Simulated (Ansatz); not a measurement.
The elements of this relaxed trial crystal are hidden behind letters.

```
lattice vectors (Å)
   3.8936    0.0000    0.0000
  -1.9468    3.3720    0.0000
   0.0000    0.0000   19.2772
fractional positions
X 0.3333 0.6667 0.9959
X 0.3333 0.6667 0.6710
X 0.6667 0.3333 0.1579
X 0.6667 0.3333 0.5086
X 0.6667 0.3333 0.8334
Z 0.3333 0.6667 0.3362
Q 0.3333 0.6667 0.1183
Q 0.3333 0.6667 0.4685
Q 0.3333 0.6667 0.7934
Q 0.6667 0.3333 0.2798
Q 0.6667 0.3333 0.6310
Q 0.6667 0.3333 0.9559
```

All numbers below come from DFT PBE, scalar-relativistic, plane waves, PAW in Ansatz. Plane waves to 420 eV, a 12×12×2 mesh through Γ for the 12-atom cell and 0.02 eV Gaussian smearing; no spin polarisation.

| Quantity | Value |
| --- | --- |
| Space group | P3m1 (No. 156) |
| Conventional cell | a = 3.894 Å, c = 19.277 Å |
| Volume per atom | 21.09 Å³ |
| Density | 4.14 g/cm³ |
| Formation energy | −0.776 eV/atom |
| Gap on the 12×12×2 mesh of the 12-atom cell | 1.58 eV |

Energies are uncorrected and count from the elements' standard states at the same level.

Q: X is a d-block element of period 4, Z is a d-block element of period 5 and Q is a p-block element of period 3. Which elements are they?

A: X = Zn, Z = Cd, Q = S, so the formula is Zn5CdS6. Density times volume gives a mean mass of 4.14 × 21.09/1.6605 = 52.6 u per atom, and this set has 52.6 u. Zn on its first site is surrounded by 4 S at 2.36–2.38 Å; Cd is surrounded by 4 S at 2.50–2.55 Å; S on its first site is surrounded by 4 Zn at 2.36–2.37 Å; 9 more sites not described. Other sets within the hints have nearly the same mass, so mass alone doesn't settle it; this one was computed.

Kohn–Sham gaps at this level usually fall short of measured ones. A later test with randomly moved atoms came back to the same energy, though modes that don't fit the test's cell weren't probed.
